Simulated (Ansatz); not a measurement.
## MgO: computed property card

MgO:
```
CELL_PARAMETERS angstrom
      2.62341     0.00000     0.00000
      0.00000     2.62341     0.00000
      0.00000     0.00000     2.62341
ATOMIC_POSITIONS crystal
  Mg 0.00000 0.00000 0.00000
  O  0.50000 0.50000 0.50000
```

Space group Pm-3m (No. 221), CsCl type; conventional cell a = 2.6234 Å, b = 2.6234 Å, c = 2.6234 Å, α = 90.00°, β = 90.00°, γ = 90.00°.

Method: DFT-r²SCAN in the program Ansatz with PAW potentials. The cell and atoms are relaxed at this level. Other levels are named where they apply.

**Cell and energy**

| Property | Result |
|---|---|
| Volume per atom | 9.03 Å³ |
| Density | 3.71 g/cm³ |
| Formation energy from the elements (no fitted shifts) | -2141 meV/atom |

**Electronic structure**

| Quantity | Value |
|---|---|
| Band gap | 3.49 eV (indirect) |
| Valence-band maximum | at M |
| Conduction-band minimum | at Γ |
| Smallest direct gap on the standard path | 4.54 eV |
| Electron effective mass | 0.31 mₑ (isotropic) |
| Hole effective mass | 0.47, 3.5, 3.5 mₑ (principal values) |

**Mechanics**

| Quantity | Result |
|---|---|
| Bulk modulus (Birch–Murnaghan fit) | 158 GPa |
| Pressure derivative B′ | 4.1 |
| Elastic constants (relaxed ions, GPa) | C11 = 624, C12 = -74.8, C44 = -61.7 |
| Mechanical stability | unstable (C has a negative eigenvalue) |

This is a known high-pressure phase of the composition, computed here at zero pressure and temperature. The cell was relaxed with r²SCAN under the symmetry of its start. The references are the lowest solids computed at this level, not always the standard phases (solids in place of the gases).

Potentials: the later of the program's two PAW sets.
